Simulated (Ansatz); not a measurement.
# Ti4Ru: changing the pressure

The cell as given:

```cif
data_structure
_symmetry_space_group_name_H-M 'Fmmm'
_symmetry_Int_Tables_number 69
_cell_length_a 3.1135
_cell_length_b 4.7454
_cell_length_c 22.1079
_cell_angle_alpha 90.000
_cell_angle_beta 90.000
_cell_angle_gamma 90.000
_cell_volume 326.65
loop_
_atom_site_label
_atom_site_type_symbol
_atom_site_symmetry_multiplicity
_atom_site_Wyckoff_symbol
_atom_site_fract_x
_atom_site_fract_y
_atom_site_fract_z
_atom_site_occupancy
Ru1 Ru 4 a 0.00000 0.00000 0.00000 1
Ti1 Ti 8 i 0.50000 0.00000 0.09038 1
Ti2 Ti 8 i 0.00000 0.00000 0.19693 1
```

The cell comes from a database or a generator and needn't be the stable form of this composition.

Kept alike: task relaxation of cell and atoms; functional PBEsol; k mesh 10 × 10 × 10; occupations fermi-dirac, width 0.05 eV; no spin polarisation. Program: Ansatz, Ansatz PAW, cutoff 420 eV. The mesh is that of the run's cell of 5 atoms. No spin-orbit coupling.

| pressure, P (GPa) | volume (Å³/atom) | first edge of the run's cell (Å) | third edge of the run's cell (Å) |
| --- | --- | --- | --- |
| 0 | 15.747 | 11.235 | 2.797 |
| 2 | 15.523 | 11.189 | 2.783 |
| 5 | 15.217 | 11.125 | 2.764 |
| 10 | 14.759 | 11.025 | 2.735 |
| 20 | 13.996 | 10.847 | 2.685 |

The relaxations keep at least the cell's symmetry (Fmmm). For a metal such a mesh leaves the last digits unconverged. Runs of this series that gave no sound value for these columns are left out. The runs follow the start's structure, whether or not it is the stable one at these pressures. P is the pressure aimed at, which the runs meet within some hundredths to tenths of a GPa. All rows use potentials made for PBE.

Problem. What does the pressure change here?

Solution. The volume falls from 15.747 to 13.996 Å³/atom between 0 and 20 GPa. The volume falls ever more slowly, since the solid stiffens under load. At the pressures aimed at, which the runs meet within some tenths of a GPa, the step from 0 to 5 GPa gives a mean bulk modulus near 146 GPa, the last step 188 GPa. The first edge of the run's cell falls from 11.235 to 10.847 Å between 0 and 20 GPa. The third edge of the run's cell falls from 2.797 to 2.685 Å between 0 and 20 GPa.
